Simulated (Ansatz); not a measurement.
Input:

C:
```
CELL_PARAMETERS angstrom
     -2.43802     3.90598     1.60776
      2.43802    -3.90598     1.60776
      2.43802     3.90598    -1.60776
ATOMIC_POSITIONS crystal
  C  0.41156 0.00000 0.91156
  C  0.58844 0.50000 0.58844
  C  0.58844 0.00000 0.08844
  C  0.41156 0.50000 0.41156
  C  0.44879 0.87562 0.57317
  C  0.80245 0.87562 0.92683
  C  0.55121 0.12438 0.42683
  C  0.19755 0.12438 0.07317
```

This is the PBEsol-relaxed structure.

**Question.** All from plane-wave PAW PBEsol (Ansatz code), unless another level is named. Give the electronic character.

**Answer.** no gap, with almost no states at the Fermi level (zero-gap or semimetallic).

**Question.** Give the HSE06 gap on the PBEsol cell.

**Answer.** 0.29 eV (a hybrid on a coarse mesh can open a false gap in a semimetal).

Space group Imma. The start of the workflow was typed in or built on a structure type; neither database checked (COD, Materials Project) lists it. It is not the phase usual at ambient conditions (space group No. 194, 227). The cell was relaxed with PBEsol under the symmetry of its start; its stability against distortions is not shown here.

Potentials: the later of the program's two PAW sets.
